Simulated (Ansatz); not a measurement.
Sb:
```
CELL_PARAMETERS angstrom
      0.00000     3.47159     3.47159
      3.47159     0.00000     3.47159
      3.47159     3.47159     0.00000
ATOMIC_POSITIONS crystal
  Sb 0.00000 0.00000 0.00000
  Sb 0.25000 0.25000 0.25000
```

Relaxed with r²SCAN. Special points in fractions of this cell's reciprocal vectors: Γ (0.000, 0.000, 0.000); X (0.500, 0.000, 0.500); U (0.625, 0.250, 0.625); K (0.375, 0.375, 0.750); L (0.500, 0.500, 0.500); W (0.500, 0.250, 0.750).

Problem. List the band energies nearest the Fermi level at these points for r²SCAN with spin–orbit coupling (plane waves, PAW; program Ansatz).

Solution. In eV from the Fermi level; about four levels below and three above (degenerate sets whole), none deeper than 8.9 eV; points with the same levels are listed once.

```tsv
k	below	above
Γ	-1.75 -1.75 -1.75 -1.75	0.09 0.09 0.68 0.68 0.68 0.68
X	-0.46 -0.46 -0.46 -0.46	4.41 4.41 4.41 4.41
U	-3.46 -3.46 -0.47 -0.47	1.23 1.23 3.29 3.29
L	-2.59 -2.59 -2.31 -2.31	1.43 1.43 1.79 1.79
W	-4.11 -4.11 -3.91 -3.91	0.64 0.64 1.07 1.07
```

Space group Fd-3m (diamond). The start of the workflow was typed in or built on a structure type; neither database checked (COD, Materials Project) lists it. It is not the phase usual at ambient conditions (space group No. 166). The cell was relaxed with r²SCAN under the symmetry of its start. At this level the phase is mechanically unstable.

Potentials: the later of the program's two PAW sets.
